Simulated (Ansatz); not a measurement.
## Is this Be₃CdS₄ structure a true minimum?

The structure comes from a proposed guess, relaxed at this level; another structure or a mixture of phases may lie lower.

Level of theory: DFT PBE, scalar-relativistic, plane waves, PAW in Ansatz 0.2.0. Cutoff 420 eV; k points 6×6×4 on the computed 8-atom cell (Γ-centred); Gaussian smearing, width 0.02 eV; no spin polarisation.

The cell below (8 atoms, space group P-4m2 (No. 115)) is relaxed within its symmetry.

```
Be Cd S
1.0
     3.57264    0.00000    0.00000
     0.00000    3.57264    0.00000
     0.00000    0.00000   10.59764
Be Cd S
3 1 4
Cartesian
  1.7863 1.7863 2.9235
  0.0000 0.0000 5.2988
  1.7863 1.7863 7.6742
  0.0000 0.0000 0.0000
  1.7863 0.0000 1.7711
  1.7863 0.0000 6.4834
  0.0000 1.7863 4.1143
  0.0000 1.7863 8.8265
```

For the test it was strained at random (σ = 1.5 % a component), the atoms were moved at random (σ = 0.05 Å), and all was relaxed again on a coarse 4×4×2 mesh (in the run’s order of axes) with 0.10 eV smearing, with no symmetry imposed.

**Question.** Does it come back?

**Answer.** It returns, within 1 meV/atom of the unmoved cell on that mesh and with the same symmetry when read at 0.1 Å. So it is stable against the distortions that fit this cell and that this random move excites. Modes that don't fit the cell aren't tested.
